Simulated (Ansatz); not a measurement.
Crystals of one structure type (zinc blende) and one family of elements, relaxed and computed with plane-wave PAW r²SCAN (Ansatz code).

```
crystal  V (Å³/atom)  B₀ by P(V) fit (GPa)
-------  -----------  --------------------
BN              5.88                   392
AlN            10.43                     ?
GaN            11.37                   196
BiB            20.68                  79.5
GaAs           22.74                  72.3
InP            25.76                  68.2
GaSb           28.81                  52.9
```

### Question
Fit a straight line to ln B₀ against ln V and predict the withheld value.

### Answer
Least squares on the 6 shown rows: ln B₀ = -1.26 × ln V + (8.246), with a scatter of 6 %. For AlN this gives 199. The run itself gave 210, within the scatter.

Constructed cells (a structure type filled with these elements, in neither database checked): BiB, zinc blende. All cells were relaxed under the symmetry of their starts (and spin orders); stability against distortions was not tested throughout. Spin–orbit coupling is left out wherever it is not named.

Potentials: the later of the program's two PAW sets.
